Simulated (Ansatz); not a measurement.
## GaN: do energies and stresses tell the same story?

Computed with DFT r2SCAN, scalar-relativistic, plane waves, PAW (Ansatz).

Settings: cutoff 500 eV, Γ-centred mesh 10×10×10 on the computed 2-atom cell, Gaussian smearing of 0.02 eV; no spin polarisation.

Relaxed cell: F-43m, a = 4.498 Å, b = 4.498 Å, c = 4.498 Å, α = 90.00°, β = 90.00°, γ = 90.00°, 2 atoms in the primitive cell. This zinc-blende form isn't the usual stable structure of the compound.

Energies at zero smearing and pressures from the stress tensor, at volumes with shape and atoms relaxed:
| V (Å³/atom) | E − E(first) (meV/atom) | P (GPa) |
| --- | --- | --- |
| 10.692 | 0.00 | 13.89 |
| 11.033 | -21.40 | 6.39 |
| 11.374 | -28.02 | 0.00 |
| 11.716 | -22.06 | -5.45 |
| 12.057 | -5.38 | -10.09 |

Q: Check P = −dE/dV between neighbouring volumes, and get the bulk modulus from the pressures alone.

A: With 1 eV/Å³ = 160.2 GPa:
```
middle V (Å³/atom)  −ΔE/ΔV (GPa) mean P (GPa)
            10.863        10.046        10.144
            11.204         3.110         3.198
            11.545        -2.796        -2.724
            11.886        -7.833        -7.771
```

The two differ by 0.10 GPa at most. The mean of two end pressures misses the average over a step by about ΔV² P″/12, up to 0.10 GPa here; with that taken off 0.00 GPa remains. Around V = 11.374 Å³/atom, the two neighbours give B = −V ΔP/ΔV = 11.374 × 11.84 / 0.682 = 197.4 GPa, against B0 = 196.5 GPa from the Birch–Murnaghan fit of the energies.